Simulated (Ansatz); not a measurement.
## E(q) of GaFe3 (Fm-3m)

The geometry is a structure from the Materials Project, held fixed and not relaxed.

Settings: LDA, 8×8×8 k mesh, Fermi–Dirac smearing of 0.03 eV. PAW means Ansatz 0.2.0 on its default frozen-core files. Site moments are integrated in spheres about the atoms.

The first input and its command:

```yaml
crystal:
  lattice:
    - [0.0, 2.891594, 2.891594]
    - [2.891594, 0.0, 2.891594]
    - [2.891594, 2.891594, 0.0]
  atoms:
    - { symbol: Ga, position: [0.0, 0.0, 0.0] }
    - { symbol: Fe, position: [0.5, 0.5, 0.5], spin: 2.4, spin_axis: [1.0, 0.0, 0.0] }
    - { symbol: Fe, position: [0.75, 0.75, 0.75], spin: 1.9, spin_axis: [1.0, 0.0, 0.0] }
    - { symbol: Fe, position: [0.25, 0.25, 0.25], spin: 1.9, spin_axis: [1.0, 0.0, 0.0] }
magnetization:
  noncollinear: true
  spin_spiral: { q: [0.0, 0.0, 0.0] }
kpoints:
  mp_grid: { grid: [8, 8, 8] }
scf:
  occupations: { method: fermi_dirac, width: 0.03 }
  lower_state_search: "off"
hamiltonian:
  xc: lda
  pseudopotentials: { kind: paw }
output:
  eigenvalues: false
```

Command: `ansatz run input.yaml --threads 2 --pin off --max-ram 6144MiB --backend cpu --events-out ev --progress --plain --runs-dir out`

The input for «spiral at 0.667 of the way from Γ to K» by PAW differs from it in these lines, output keys apart:

```diff
-  spin_spiral: { q: [0.0, 0.0, 0.0] }
+  spin_spiral: { q: [0.25, 0.25, 0.5] }
```

Flat spirals without spin–orbit coupling: moments start in the xy plane and turn about z by q·R from cell to cell, and their directions inside a cell are free. q runs from Γ to K = (0.375, 0.375, 0.750) in reciprocal cell vectors. Energies count from each method's run at q = 0. Each q is a vector of the k mesh, and the mesh is shifted by q/2 where needed, so that both spin components are sampled on the same points as at q = 0.

```csv
fraction of Γ–K,q (1/Å),ΔF PAW (meV/cell),"largest moment, PAW (μB)"
0.000,0.000,0.0,2.43
0.333,0.384,+34.1,2.40
0.667,0.768,+182.8,?
1.000,1.152,?,2.35
```

Fill in "ΔF PAW (meV/cell)" for the row "1.000".

+319.6.

Fill in "largest moment, PAW (μB)" for the row "0.667".

2.38.

q = 0 is the lowest point of the line, so the state at q = 0 is stable against these spirals.

The PAW files were made with PBE; the program remakes their cores once for the run's functional and then keeps them frozen. The Ansatz runs typed with the search for lower states off end where their start leads. The magnetic state is the one that this cell and start allow. It needn't be the compound's measured order, which may need a larger cell or be absent.
